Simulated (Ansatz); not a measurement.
An elastic tensor (GPa, Voigt order, standard axes) from the program Ansatz at the LDA level (PAW):

```
 194  54.2  42.9   0.0   0.0   0.0
54.2   194  42.9   0.0   0.0   0.0
42.9  42.9   202   0.0   0.0   0.0
 0.0   0.0   0.0  77.7   0.0   0.0
 0.0   0.0   0.0   0.0  77.7   0.0
 0.0   0.0   0.0   0.0   0.0  69.9
```

Question: Which of these materials gives this?
(A) YHSe, P-6m2 (Y on 1a, H on 1c, Se on 1f)
(B) PbSe, P-6m2 (Pb on 1a, Se on 1f)
(C) TaS2, P6_3/mmc (Ta on 2b, S on 4f)

Answer: A, YHSe, P-6m2 (Y on 1a, H on 1c, Se on 1f)

The first step of the workflow began from a Materials Project structure, measured or hypothetical; the Crystallography Open Database copy checked does not list it. Whether it is the stable phase at ambient conditions was not checked. Symmetry was held in the LDA relaxation; phonons on a q-mesh show no instability. No spin polarisation was allowed.

Potentials: the later of the program's two PAW sets.
